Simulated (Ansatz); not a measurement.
**Course of a relaxation: Sc2BiF6**

The cell of Sc2BiF6 is invented: ordered vacancies on the cation sites of perovskite (P4/mmm, No. 123) (occupants of the shared sites, in ratio, Bi: 1, vacant: 1). Its size is a rough estimate.

```xyz
9
Lattice="4.1001 0.0000 0.0000 0.0000 4.1001 0.0000 0.0000 0.0000 8.2002" Properties=species:S:1:pos:R:3 pbc="T T T"
Sc    2.0501    2.0501    2.0501
Sc    2.0501    2.0501    6.1502
Bi    0.0000    0.0000    0.0000
F     2.0501    0.0000    0.0000
F     2.0501    0.0000    4.1001
F     0.0000    2.0501    0.0000
F     0.0000    2.0501    4.1001
F     0.0000    0.0000    2.0501
F     0.0000    0.0000    6.1502
```

All numbers below come from DFT PBE, scalar-relativistic, plane waves, PAW (Ansatz). Cutoff 420 eV, Gaussian smearing, Γ-centred meshes. Cell and atoms relax first on a coarse mesh and then on a finer one. In between, the cell is made exact in the group found at 0.06 Å. In metals the finer mesh still leaves noise of several meV/atom or more. The steps can't lower the symmetry of their start. No spin polarisation in the relaxation; trial moments died out in a coarse test.

Steps on the 4×4×2 mesh (9 atoms, 13 steps). The free energy counts from the last step; the plane-wave basis is renewed at times, which shifts energy and pressure.

```csv
step,ΔF (meV/atom),V (Å³/atom),P (GPa),largest force component (eV/Å)
1,795.7,15.32,17.46,3.944
2,510.3,16.19,7.02,3.284
3,332.3,16.58,2.88,3.481
4,172.5,16.74,1.39,3.220
5,63.2,16.84,1.35,1.445
6,42.4,17.20,0.33,0.919
7,30.2,17.98,-0.86,0.449
8,29.1,18.01,-1.13,0.162
9,27.6,17.77,0.18,0.019
10,8.1,17.77,2.03,0.020
11,4.1,18.45,0.76,0.066
12,5.1,18.83,-0.08,0.018
13,0.0,18.83,0.09,0.017
```

The relaxed structure, after a last relaxation on the converged mesh:

```cif
data_structure
_symmetry_space_group_name_H-M 'P4/mmm'
_symmetry_Int_Tables_number 123
_cell_length_a 4.3006
_cell_length_b 4.3006
_cell_length_c 9.2023
_cell_angle_alpha 90.000
_cell_angle_beta 90.000
_cell_angle_gamma 90.000
_cell_volume 170.20
loop_
_atom_site_label
_atom_site_type_symbol
_atom_site_symmetry_multiplicity
_atom_site_Wyckoff_symbol
_atom_site_fract_x
_atom_site_fract_y
_atom_site_fract_z
_atom_site_occupancy
Sc1 Sc 2 h 0.50000 0.50000 0.36799 1
Bi1 Bi 1 a 0.00000 0.00000 0.00000 1
F1 F 2 f 0.50000 0.00000 0.00000 1
F2 F 2 e 0.50000 0.00000 0.50000 1
F3 F 2 g 0.00000 0.00000 0.25185 1
```

The symmetry stays P4/mmm (No. 123). The volume per atom grows by 23.5 %, from 15.3 to 18.9 Å³. The shortest distance goes from 2.05 Å (Bi–F) to 2.15 Å (Bi–F). The energy falls by about 0.80 eV/atom (the start's value is from the coarse mesh). Sc is surrounded by 1 Sc at 2.43 Å and 4 F at 2.47 Å; around Bi lie 4 F at 2.15 Å and 2 F at 2.32 Å; F on a site of symmetry mmm is surrounded by 2 Bi at 2.15 Å; 2 more sites not described.

- Volume per atom: 18.9 Å³
- Density: 4.0 g/cm³
- Formation energy: −2.11 eV/atom
- Gap on the 10×10×4 mesh of the 9-atom cell: 0 eV (a metal)

Formation energies are uncorrected and refer to the elements' standard structures at the same level (F₂ as a molecule).

The last run used Gaussian smearing of 0.10 eV. No dispersion correction is applied, so the spacing and binding between layers, chains or molecules are poorly described. Spin–orbit coupling, which can matter for Bi, is left out. An odd number of electrons in the primitive cell allows no gap without spin; a larger cell or a magnetic state could open one. Symmetry constrained the relaxation, so the result can be a saddle point. In all, the 3 runs took 5.4 min on 1 thread of Intel(R) Xeon(R) Processor @ 2.70GHz, with other jobs on the host.
